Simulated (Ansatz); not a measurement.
ScAg4 in space group I4/m (No. 87; Sc on 2a, Ag on 8h), r²SCAN in the plane-wave PAW code Ansatz, all energies at zero smearing, with the estimated change up to a 700 eV cutoff added, with one set of potentials and settings (totals compare only within such a set). Cell of 5 atoms (1 Sc, 4 Ag): -32557.329 eV.

| element | reference phase | E (eV/atom) |
|---|---|---|
| Sc | P6_3/mmc, 2 atoms in the cell | -2140.5738 |
| Ag | R-3m, 3 atoms in the cell | -7603.9440 |

Formation energy per atom, worked out: (-32557.329 − 1×(-2140.5738) − 4×(-7603.9440))/5 = -0.196 eV/atom (-19 kJ per mol of atoms), at 0 K, without zero-point energy or fitted corrections.

The first step of the workflow began from a Materials Project structure, measured or hypothetical; the Crystallography Open Database files this formula in space group No. 87, but the cells were not matched. Its standing as an ambient phase is unchecked. The r²SCAN relaxation kept the symmetry of its start; whether a distortion lowers the energy is not shown. No spin polarisation was allowed. The references are the lowest solids computed at this level, not always the standard phases.

Potentials: the later of the program's two PAW sets.
